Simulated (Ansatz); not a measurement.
I:
```xyz
4
Lattice="3.5758 -2.1620 0.0000 3.5758 2.1620 0.0000 0.0000 0.0000 9.5299" Properties=species:S:1:pos:R:3 pbc="T T T"
I      3.5758    -1.3888     1.1726
I      3.5758     1.3888     8.3573
I      3.5758     0.7732     3.5924
I      3.5758    -0.7732     5.9375
```

Relaxed with LDA. Special points in fractions of this cell's reciprocal vectors: Γ (0.000, 0.000, 0.000); Y (0.500, 0.500, 0.000); F0 (0.341, 0.659, 0.000); Δ0 (-0.341, 0.341, 0.000); Z (0.000, 0.000, 0.500); B0 (-0.341, 0.341, 0.500); G0 (0.341, 0.659, 0.500); T (0.500, 0.500, 0.500); S (0.000, 0.500, 0.000); R (0.000, 0.500, 0.500).

Question: List the band energies nearest the valence-band maximum at these points for LDA (plane waves, PAW; program Ansatz).

Answer: In eV from the valence-band maximum; about four levels below and three above (degenerate sets whole), none deeper than 8.9 eV; points with the same levels are listed once.

```tsv
k	below	above
Γ	-0.99 -0.89 -0.43 -0.01	1.12 1.96 4.38
Y	-1.91 -1.79 -1.33 -0.66	0.84 1.57 4.18
F0	-2.32 -1.27 -1.26 -0.57	1.63 1.72 6.00
Z	-0.72 -0.72 -0.16 -0.16	1.13 1.13 5.26 5.26
B0	-1.25 -1.25 -0.73 -0.73	1.45 1.45 6.47 6.47
T	-1.56 -1.56 -1.17 -1.17	0.83 0.83 5.25 5.25
S	-1.72 -1.72 -1.00 -1.00	2.24 2.24 4.80 4.80
R	-1.22 -1.22 0.00 0.00	1.06 1.06 5.32 5.32
```

Space group Cmce (molecular I2 type). The LDA relaxation kept the symmetry of its start. A crystal of weakly bound units computed without a dispersion correction: the cell and the soft elastic constants depend strongly on that. Spin–orbit coupling is left out wherever it is not named.

Potentials: the earlier of the program's two PAW sets. The files were generated under PBE; for other functionals the program regenerates the frozen cores, and for LDA and PBEsol the local potential too.
